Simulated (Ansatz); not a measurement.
# AlAu (Pm-3m), stationary points along a deformation path

These are results of DFT LDA, scalar-relativistic, plane waves, PAW (Ansatz 0.2.0), not measurements. Settings: plane waves to 420 eV, k-mesh 16×16×16 (Γ-centred), Gaussian smearing 0.15 eV. Spin–orbit coupling is left out, which can shift energies with elements as heavy as these. No spin polarisation. Energies are free energies at this smearing, counted from the undisturbed cell; pressure is positive in compression.

Reference structure (as given, not relaxed at this level; it stands at -7.7 GPa, and it needn't be the usual structure):

```xyz
2
Lattice="3.2239 0.0000 0.0000 0.0000 3.2239 0.0000 0.0000 0.0000 3.2239" Properties=species:S:1:pos:R:3 pbc="T T T"
Al    0.0000    0.0000    0.0000
Au    1.6120    1.6120    1.6120
```

At fixed volume and fractional coordinates, lengths along (0.577, 0.577, 0.577) are scaled against those across it; ρ is that ratio over its starting value. V = 16.755 Å³/atom. Δσ is the stress along the axis less the mean stress across it (compression positive).

```
    ρ  ΔE (meV/atom)  Δσ (GPa) space group
0.500         5385.3    374.99         R-3m
0.600         1953.2    181.56         R-3m
0.710          501.8     74.40         R-3m
1.000            0.0      0.00        Pm-3m
1.410          -10.1     -0.73         R-3m
2.000           23.5      0.00        Fm-3m
```

Question: How does the stress give the slope of the energy, and where is the energy stationary?

Answer: Along the path d ln(length) is 2/3 d ln ρ on the axis and −1/3 d ln ρ across it, so dE/d ln ρ = −(2/3) V Δσ: the energy falls with ρ where Δσ is positive. Δσ vanishes or changes sign at ρ = 1.000 (Pm-3m), a stationary point at 0.0 meV/atom; between ρ = 1.000 and 1.410, at least one minimum (the energy falls over this step, yet the slope at ρ = 1.410 points the other way); at ρ = 2.000 (Fm-3m, an end of the scan), at 23.5 meV/atom. Pairs of stationary points between two samples would go unseen, and could change a minimum read from distant neighbours into a maximum. At ρ = 1.000, 2.000 the cell is cubic, where symmetry alone makes the stress isotropic and the slope zero.

Question: Is the start the lowest point of the path?

Answer: No: ρ = 1.410 lies 10.1 meV/atom lower, with no sampled rise above the start on the way. Volume and inner coordinates are held, so a relaxed structure there would lie lower still.

In a metal these slopes depend on the k mesh and the smearing.